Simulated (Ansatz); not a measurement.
The relaxed structure here is a generated cell of SnO2: the first start was made by placing the elements on the sites of a structure type, and the end was not matched to a known phase here, so it may be hypothetical. Known forms of SnO2 include space group No. 136.

A relaxed cell of SnO₂ (P6₂22 (No. 180)), relaxed on a k-mesh at least as fine as the one used below. Computed with r2SCAN (plane waves to 500 eV, PAW, scalar-relativistic; Ansatz, a program for electronic structure). Γ-centred k-mesh 5×5×4 on the run's cell (coarser than for final values), Fermi–Dirac smearing 0.05 eV.

```
CELL_PARAMETERS angstrom
      5.98944     0.00000     0.00000
     -2.99472     5.18701     0.00000
      0.00000     0.00000     6.58416
ATOMIC_POSITIONS crystal
  Sn 0.50000 0.00000 0.00000
  Sn 0.50000 0.50000 0.33333
  Sn 0.00000 0.50000 0.66667
  O  0.20093 0.40186 0.50000
  O  0.79907 0.20093 0.83333
  O  0.59814 0.79907 0.16667
  O  0.79907 0.59814 0.50000
  O  0.20093 0.79907 0.83333
  O  0.40186 0.20093 0.16667
```

The atoms are displaced by (Å):

```tsv
atom	ux	uy	uz
Sn1	0.013	-0.047	0.017
Sn2	-0.095	0.167	-0.071
Sn3	-0.045	0.084	-0.021
O4	-0.048	0.016	0.139
O5	0.047	-0.053	0.090
O6	-0.066	0.027	-0.103
O7	0.153	-0.082	-0.119
O8	-0.014	0.010	-0.023
O9	0.014	-0.016	0.069
```

Q: What forces (eV/Å) and pressure result?

A: 
| atom | Fx | Fy | Fz |
|---|---|---|---|
| Sn1 | -4.38 | 4.25 | -2.90 |
| Sn2 | 1.45 | -4.81 | 3.21 |
| Sn3 | 0.43 | -2.90 | 3.72 |
| O4 | 3.60 | 0.20 | -2.63 |
| O5 | 0.40 | 1.87 | -1.42 |
| O6 | 3.04 | -1.59 | 1.97 |
| O7 | -4.58 | 0.77 | -3.43 |
| O8 | 0.24 | 1.13 | 1.05 |
| O9 | -0.20 | 1.08 | 0.44 |

Pressure +2.9 GPa.

Q: Estimate the energy cost of the displacement in the harmonic approximation and compare with the calculation.

A: For a harmonic well ΔE = −½ Σ F·u = 1.685 eV a cell, or 187 meV/atom. The calculated energy relative to the undisplaced cell is +183 meV/atom, so the harmonic estimate holds well.

The undisplaced cell is probably no minimum: from this displacement the run went on to C2/m (No. 12), 310 meV/atom below it.

No spin polarisation in the result.
